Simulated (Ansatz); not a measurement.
Hf2Si4Mo3 in space group Pnma (No. 62; Pearson symbol oP36), plane-wave PAW r²SCAN (Ansatz code), all energies at zero smearing, with the estimated change up to a 700 eV cutoff added, with one set of potentials and settings (totals compare only within such a set). Cell of 36 atoms (8 Hf, 16 Si, 12 Mo): -195725.404 eV.

| element | reference phase | E (eV/atom) |
|---|---|---|
| Hf | P6_3/mmc, 2 atoms in the cell | -15733.0631 |
| Si | Fd-3m, 2 atoms in the cell | -639.0667 |
| Mo | Im-3m, 1 atoms in the cell | -4967.5975 |

Formation energy per atom, worked out: (-195725.404 − 8×(-15733.0631) − 16×(-639.0667) − 12×(-4967.5975))/36 = -0.685 eV/atom (-66 kJ per mol of atoms), at 0 K, without zero-point energy or fitted corrections.

The workflow started from a Materials Project entry (that database holds measured and hypothetical structures alike); the Crystallography Open Database copy checked does not list it. Whether it is the stable phase at ambient conditions was not checked. Symmetry was held in the r²SCAN relaxation; its stability against distortions is not shown here. The run is not spin-polarised. The references are the lowest solids computed at this level, not always the standard phases. Spin–orbit coupling is left out wherever it is not named.

Potentials: the later of the program's two PAW sets.
